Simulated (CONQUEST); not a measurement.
Worked example: self-consistent single point of GaN (P6_3mc, 8 atoms in the cell; from Materials Project mp-804, changed as shown) in CONQUEST.

Level of theory: PBE, numerical atomic orbitals double-zeta with polarisation (the shipped basis), PseudoDojo norm-conserving potentials made for PBE in CONQUEST 1.3.

The change in words: volume scaled by 0.94. Reference geometry (P6_3mc):
```xyz
8
Lattice="3.1889 0.0000 0.0000 0.0000 5.5234 0.0000 0.0000 0.0000 5.1924" Properties=species:S:1:pos:R:3 pbc="T T T"
Ga     1.5945     0.9206     2.5914
Ga     0.0000     1.8411     5.1876
Ga     0.0000     3.6823     2.5914
Ga     1.5945     4.6028     5.1876
N      1.5945     0.9206     4.5481
N      0.0000     1.8411     1.9519
N      0.0000     3.6823     4.5481
N      1.5945     4.6028     1.9519
```

Reference input (self-consistent single point, DFT, PBE, numerical atomic orbitals double-zeta with polarisation (the shipped basis), PseudoDojo norm-conserving potentials made for PBE): basis = DZP; Diag.MPMeshX, Y, Z = 5 3 3; potentials = PseudoDojo norm-conserving PBE; Grid.GridCutoff = 175 Ha; DM.SolutionMethod = diagon; Diag.kT = 0.000367 Ha; Diag.GammaCentred = true; minE.SCTolerance = 1.0e-07; SC.MaxIters = 100; SC.LinearMixingFactor = 0.3; AtomMove.TypeOfRun = static. This run's input differs from it in these lines:

```diff
@@ -31,5 +31,5 @@
 # file: input.coords
-     3.188930000      0.000000000      0.000000000
-     0.000000000      5.523388000      0.000000000
-     0.000000000      0.000000000      5.192360000
+     3.123831000      0.000000000      0.000000000
+     0.000000000      5.410634000      0.000000000
+     0.000000000      0.000000000      5.086363000
 8
```

The program printed (abridged):

```
    new_SC_potl: Starting.  Tolerance:  0.10000E-06

    PulayMixSC: Starting Pulay mixing, A_up =  0.300 A_dn =  0.300
    PulayMixSC: Spin non-polarised calculation.
          Harris-Foulkes Energy            :     -9461.455733029566545 eV
          (TS=0 as O(N) or entropic contribution is negligible)
          DFT Total Energy                 :     -9440.160289662559080 eV
          Total number of electrons        :        72.000000000003070
    PulayMixSC: Pulay iteration     1 residual:              0.56510E-02
          Harris-Foulkes Energy            :     -9453.884621161458199 eV
   [... lines left out ...]
          (TS=0 as O(N) or entropic contribution is negligible)
          DFT Total Energy                 :     -9453.611952074148576 eV
          Total number of electrons        :        72.000025248805628
    PulayMixSC: Pulay iteration     8 residual:              0.10599E-06
          Harris-Foulkes Energy            :     -9453.611952073311841 eV
          (TS=0 as O(N) or entropic contribution is negligible)
          DFT Total Energy                 :     -9453.611952073713837 eV
          Total number of electrons        :        72.000025248471218
    PulayMixSC: Pulay iteration     9 residual:              0.66474E-07
    PulayMixSC: Reached SCF tolerance of  0.66474E-07 after      9 iterations
      | Number of electrons      =        72.000025
      |* band energy as 2Tr[K.H] =     -1232.590504688956798 eV
      |  screened ion-ion energy =     -7462.041776288402616 eV
      |  Ha correction           =        11.606785858325866 eV
      |  XC correction           =      -770.586497301507279 eV
      |* Harris-Foulkes energy   =     -9453.611952073311841 eV
      |* DFT total energy        =     -9453.611952073713837 eV
      |  estimated accuracy      =         0.000000000402165 eV

    force: Forces on atoms (eV/A )
    force:  Atom   X              Y              Z
    force:     1   0.0000000000  -0.0007609134   0.0178816710
    force:     2   0.0000000000   0.0007609134   0.0178816710
   [... lines left out ...]
    force: Maximum force :        0.01955014(eV/A ) on atom         8 in z direction
   [... lines left out ...]
    force: Force Residual:        0.01912204 eV/A
    force: Total stress:        -24.02147432     0.00000000     0.00000000 GPa
                             0.00000000   -23.49804324    -0.00000000
                             0.00000000    -0.00000000   -23.14186792
    force: Average pressure:     23.55379516 GPa

    force: Finished force
    get_E_and_F: Change in energy during last step of electronic optimisation: -0.28479E-10
```

The run converged in 9 iterations. CONQUEST prints the stress tensor with tension positive. Against the reference run the free energy goes up by 67.6 meV/atom and the pressure goes from 8.94 to 23.55 GPa.

The program uses no crystal symmetry, so grid and mesh can part values that symmetry would make equal. The atom-centred basis is finite, which shifts total energies and pressures against plane waves. The structure comes from a collection of computed structures, made at another level of theory; the collection holds predicted forms beside known ones. At this pressure the cell is far from its equilibrium volume at this level.

Cost on one core: very roughly 90 core-seconds.
